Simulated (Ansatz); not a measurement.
YPb2:
```xyz
6
Lattice="2.2523 -8.1969 0.0000 2.2523 8.1969 0.0000 0.0000 0.0000 4.4662" Properties=species:S:1:pos:R:3 pbc="T T T"
Pb     2.2523    -1.1172     3.3497
Pb     2.2523     1.1172     1.1166
Y      2.2523    -6.6309     3.3497
Y      2.2523     6.6309     1.1166
Pb     2.2523     4.0897     3.3497
Pb     2.2523    -4.0897     1.1166
```

Relaxed with PBEsol. Special points in fractions of this cell's reciprocal vectors: Γ (0.000, 0.000, 0.000); Y (-0.500, 0.500, 0.000); C0 (-0.269, 0.731, 0.000); Σ0 (0.269, 0.269, 0.000); Z (0.000, 0.000, 0.500); A0 (0.269, 0.269, 0.500); E0 (-0.269, 0.731, 0.500); T (-0.500, 0.500, 0.500); S (0.000, 0.500, 0.000); R (0.000, 0.500, 0.500).

**Question.** List the band energies nearest the Fermi level at these points for PBEsol with spin–orbit coupling (plane waves, PAW; program Ansatz).

**Answer.** In eV from the Fermi level; about four levels below and three above (degenerate sets whole), none deeper than 8.9 eV; points with the same levels are listed once.

```
k                     below                above
--  -----------------------  -------------------
Γ   -0.56 -0.56 -0.45 -0.45  0.75 0.75 2.02 2.02
Y   -0.54 -0.54 -0.13 -0.13  0.82 0.82 1.50 1.50
C0    -0.66 -0.66 0.00 0.00  0.22 0.22 0.61 0.61
Z   -0.23 -0.23 -0.23 -0.23  0.46 0.46 0.46 0.46
A0  -0.81 -0.81 -0.73 -0.73  2.03 2.03 2.24 2.24
T   -0.96 -0.96 -0.96 -0.96  0.12 0.12 0.12 0.12
S   -0.77 -0.77 -0.06 -0.06  0.14 0.14 0.59 0.59
R   -0.89 -0.89 -0.89 -0.89  2.40 2.40 2.40 2.40
```

Space group Cmcm. The workflow started from an entry of the Crystallography Open Database (COD). Its standing as an ambient phase is unchecked. The cell was relaxed with PBEsol under the symmetry of its start; whether a distortion lowers the energy is not shown. The run is not spin-polarised.

Potentials: the later of the program's two PAW sets.
